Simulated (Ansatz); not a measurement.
KF:
Space group Pm-3m (No. 221); a = b = c = 3.0832 Å, α = β = γ = 90.00°

```tsv
atom	site	symmetry	x	y	z
K	1a	m-3m	0.0000	0.0000	0.0000
F	1b	m-3m	0.5000	0.5000	0.5000
```

Relaxed with LDA.

Task: Give the optical modes at the zone centre with their infrared and Raman activity from DFPT, the program Ansatz at the LDA level (PAW).

Result: Transverse frequencies, without the LO–TO term; a row sums one degenerate level.

```
ω (cm⁻¹)  degeneracy  IR ((D/Å)²/amu)  Raman (Å⁴/amu)  activity  symmetry
--------  ----------  ---------------  --------------  --------  --------
181                3             7.70               0        IR       T1u
```

Task: How high does the top mode go among those that the LO–TO term moves?

Result: 337 cm⁻¹ for q along x.

The first step of the workflow began from a Materials Project structure, measured or hypothetical; the Crystallography Open Database copy checked does not list it. It is not the phase usual at ambient conditions (space group No. 225). Symmetry was held in the LDA relaxation; phonons on a q-mesh show no instability.

Potentials: the later of the program's two PAW sets.
